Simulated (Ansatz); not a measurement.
**BN, one structure, two calculations**

Cell: a structure deposited in the COD, whose atoms a relaxation with PBE at fixed cell left in place.

```xyz
4
Lattice="2.5400 0.0000 0.0000 -1.2700 2.1997 0.0000 0.0000 0.0000 6.5980" Properties=species:S:1:pos:R:3 pbc="T T T"
B     0.0000    1.4665    1.6495
B     1.2700    0.7332    4.9485
N     0.0000    1.4665    4.9485
N     1.2700    0.7332    1.6495
```

Atoms are numbered from 1 in the order listed; like atoms form one site, named after its first atom.

First run. All values are calculated (Ansatz; DFT, PBE, plane waves and PAW, scalar-relativistic, 420 eV cutoff, Γ-centred 13×13×5 k-points, Fermi–Dirac smearing 0.02 eV), not measured.

```tsv
site	atom	V_zz (10²¹ V/m²)	η
B	1	2.74	0.00
N	3	-0.78	0.00
```

Second run. The same atoms and settings, except that the functional is LDA.

(1) Given the first result, estimate the second.

## Answers

(1) 

```json
{"site": "B", "atom": "1", "V_zz": "2.77", "η": "0.00", "change of V_zz": "+0.03"}
{"site": "N", "atom": "3", "V_zz": "-0.37", "η": "0.00", "change of V_zz": "+0.41"}
```

The largest change of V_zz is on N, from -0.78 to -0.37. In per cent, |V_zz| changes by +1 on B, -52 on N (all sites that start above 0.5).

For the first run: At this cell the PBE pressure is -6 GPa (principal stresses up to 11 GPa in size), so it isn't the equilibrium cell of PBE. The entry's cell may itself be off.
For the second run: At this cell the LDA pressure is -14 GPa (principal stresses up to 21 GPa in size), so with LDA the cell would shrink if it were relaxed.
